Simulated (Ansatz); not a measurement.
Mg:
```yaml
crystal:
  lattice:
    - [-1.77837, 1.77837, 1.77837]
    - [1.77837, -1.77837, 1.77837]
    - [1.77837, 1.77837, -1.77837]
  atoms:
    - { symbol: Mg, position: [0.00000, 0.00000, 0.00000] }
```

Relaxed with PBEsol.

Q: List the phonon frequencies at the special points (DFPT on a 5×5×5 q-mesh, Fourier-interpolated; PBEsol (plane waves, PAW; program Ansatz)).

A: In cm⁻¹.

```csv
q,frequencies
Γ,0 0 0
H,238 238 238
N,32i 186 254
P,177 177 177
```

Space group Im-3m (bcc (W type)). The workflow started from a Materials Project entry (that database holds measured and hypothetical structures alike); the Crystallography Open Database copy checked does not list it. It is not the phase usual at ambient conditions (space group No. 194). Symmetry was held in the PBEsol relaxation. At this level the phase is mechanically unstable. As this level gives no gap, phonon frequencies hold no LO–TO term and depend on the k-mesh and smearing (Fermi–Dirac, 0.1 eV here).

Potentials: the later of the program's two PAW sets.
